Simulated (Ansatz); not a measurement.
GaS (beta-GaS type, space group P6_3/mmc)

```
CELL_PARAMETERS angstrom
      3.59064     0.00000     0.00000
     -1.79532     3.10958     0.00000
      0.00000     0.00000    15.44873
ATOMIC_POSITIONS crystal
  Ga 0.33333 0.66667 0.17077
  Ga 0.66667 0.33333 0.67077
  Ga 0.66667 0.33333 0.82923
  Ga 0.33333 0.66667 0.32923
  S  0.33333 0.66667 0.60035
  S  0.66667 0.33333 0.10035
  S  0.66667 0.33333 0.39965
  S  0.33333 0.66667 0.89965
```

The volume is varied about the relaxed value V₀ at fixed cell shape. The atoms relax within the cell's symmetry.

Level of theory: PBE-D3(BJ) (plane waves to 420 eV, PAW, scalar-relativistic; Ansatz, a first-principles code). k mesh 11×11×3 (Γ-centred), Fermi-Dirac smearing 0.05 eV. Energies are smeared free energies. Compression counts positive. With the shape held, the modulus is that of even scaling; a crystal free to change shape is softer. GaS was relaxed with its symmetry unable to fall. ΔE is measured from the relaxed starting cell.

| V (Å³/atom) | ΔE (meV/atom) |
|---|---|
| 20.268 | 10.8 |
| 20.526 | 6.7 |
| 20.785 | 3.7 |
| 21.044 | 1.6 |
| 21.303 | 0.4 |
| 21.561 | 0.0 |
| 21.820 | 0.4 |
| 22.079 | 1.5 |
| 22.338 | withheld |
| 22.596 | 5.6 |
| 22.855 | 8.6 |

Fit a third-order Birch-Murnaghan form (E₀, V₀, B₀, B₀′ free) to the given rows and predict ΔE at V = 22.338.

Least squares on the 10 given rows: ΔE = E₀ + (9V₀B₀/16)·y²·[2 + (B₀′ − 4)y], y = (V₀/V)^(2/3) − 1, with V₀ = 21.558 Å³/atom, B₀ = 39.55 GPa (160.2 GPa = 1 eV/Å³; the term in eV is multiplied by 1000), B₀′ = 4.98, E₀ = 0.01 meV/atom; root-mean-square residual 0.02 meV/atom. At 22.338 the fit gives 3.3 meV/atom; the calculation gives 3.2 meV/atom, so the interpolation is off by 0.1 (+3.1 %). For the pressure the fit gives -1.29 GPa against the computed -1.29 GPa.

(A scan under strain: stresses follow from slopes of the energy per volume, elastic moduli from its curvatures.)
